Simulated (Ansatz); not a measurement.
CsSnI₃ (cubic perovskite)

```cif
data_CsI3Sn
_chemical_formula_sum 'Cs1 Sn1 I3'
_space_group_name_H-M_alt 'Pm-3m'
_space_group_IT_number 221
_space_group_name_Hall '-P 4 2 3'
_cell_length_a 6.27122
_cell_length_b 6.27122
_cell_length_c 6.27122
_cell_angle_alpha 90.000
_cell_angle_beta 90.000
_cell_angle_gamma 90.000
loop_
_atom_site_label
_atom_site_type_symbol
_atom_site_symmetry_multiplicity
_atom_site_Wyckoff_symbol
_atom_site_fract_x
_atom_site_fract_y
_atom_site_fract_z
_atom_site_occupancy
Cs1 Cs 1 a 0.00000 0.00000 0.00000 1
Sn1 Sn 1 b 0.50000 0.50000 0.50000 1
I1 I 3 c 0.00000 0.50000 0.50000 1
```

The relaxed cell is deformed in two ways at once: its volume V is scaled, and at that volume it is stretched along z (the c axis of the conventional cell) so that c/a changes. Fractional atomic positions are held.

Level of theory: PBE (plane waves to 420 eV, PAW, scalar-relativistic; Ansatz, a program for electronic structure). k mesh 6×6×6 (Γ-centred), Fermi-Dirac smearing 0.05 eV. Stress and pressure are positive under compression. On this mesh the relaxed cell isn't quite at rest: it carries a pressure of 0.1 GPa (compression positive) at the zero of the scan. CsSnI3 was relaxed with its symmetry unable to fall. Spin-orbit coupling is left out, though I is heavy. The PAW data are Ansatz's earlier set. This is a high-temperature form of CsSnI3.

Changes of σzz (GPa) from the point V/V₀ = 1.000, (c/a)/(c/a)₀ = 1.000 when one coordinate moves alone (two changes are said to add if the coupling is within 5 % of the smaller one, nearly so within 20 %):

```json
[
 {"point": "V/V₀ = 1.000, (c/a)/(c/a)₀ = 0.960", "change": "0.991"},
 {"point": "V/V₀ = 1.000, (c/a)/(c/a)₀ = 0.980", "change": "0.459"},
 {"point": "V/V₀ = 0.920, (c/a)/(c/a)₀ = 1.000", "change": "1.593"},
 {"point": "V/V₀ = 0.960, (c/a)/(c/a)₀ = 1.000", "change": "0.712"},
 {"point": "V/V₀ = 1.040, (c/a)/(c/a)₀ = 1.000", "change": "-0.571"},
 {"point": "V/V₀ = 1.080, (c/a)/(c/a)₀ = 1.000", "change": "-1.028"},
 {"point": "V/V₀ = 1.000, (c/a)/(c/a)₀ = 1.020", "change": "-0.392"},
 {"point": "V/V₀ = 1.000, (c/a)/(c/a)₀ = 1.040", "change": "-0.726"}
]
```

Question: What is the change at V/V₀ = 1.080, (c/a)/(c/a)₀ = 0.960, where both move, and how far is it from the sum?

Answer: The sum of the single changes is -1.028 + (0.991) = -0.037; the calculation gives -0.328, so the coupling contributes -0.291 (over 20 % of the smaller single change, not additive).

Question: Do the two effects add at V/V₀ = 0.960, (c/a)/(c/a)₀ = 1.040? Give the computed change.

Answer: The sum of the single changes is 0.712 + (-0.726) = -0.014; the calculation gives -0.165, so the coupling contributes -0.151 (over 20 % of the smaller single change, not additive).

Question: What is the change at V/V₀ = 0.920, (c/a)/(c/a)₀ = 1.020, where both move, and how far is it from the sum?

Answer: The sum of the single changes is 1.593 + (-0.392) = 1.201; the calculation gives 1.037, so the coupling contributes -0.164 (over 20 % of the smaller single change, not additive).

(A scan under strain: stresses follow from slopes of the energy per volume, elastic moduli from its curvatures.)
